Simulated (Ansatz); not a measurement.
Method: PBE+U (U_eff = 6 eV on X's open shell), scalar-relativistic; collinear spin; PAW, 420 eV, Γ-centred 8×8×8 mesh, 0.05 eV Gaussian smearing; code Ansatz. The datasets are Ansatz's generated set soft_2.

A compound XMn has these computed properties.

| Quantity | Value |
| --- | --- |
| Space group | Pm-3m (No. 221) |
| Conventional cell | a = 3.562 Å, b = 3.562 Å, c = 3.562 Å, α = 90.00°, β = 90.00°, γ = 90.00° |
| Volume | 22.60 Å³/atom |
| Band gap | zero (metallic) |
| Density of states at the Fermi level | about 1 states/(eV·atom) |
| Magnetic state | ferrimagnetic |
| Site spin moments | X 7.36; Mn -3.56 μB |
| Spin moment of the cell | 4.18 μB |
| Bader charges | X 0.87; Mn -0.87 e |
| f electrons (orthogonalised atomic orbitals) | X 7.02 |

Sites: X on 1a, Mn on 1b.

Problem. Which element is X?
A. Dy
B. Eu
C. Sm
D. Gd

Solution. D. X is Gd, so the compound is GdMn.

The cell came from substitution into a structure type; no database entry of this phase was matched, which doesn't show that none exists.

Open d and f shells can converge to several self-consistent states; this is the one that the run reached. The equation of state at this level isn't smooth, a sign that the magnetic state shifts with volume and isn't converged in the mesh. Spin–orbit coupling, which matters for such heavy elements, is left out. Site moments are of spin, integrated over atomic spheres.
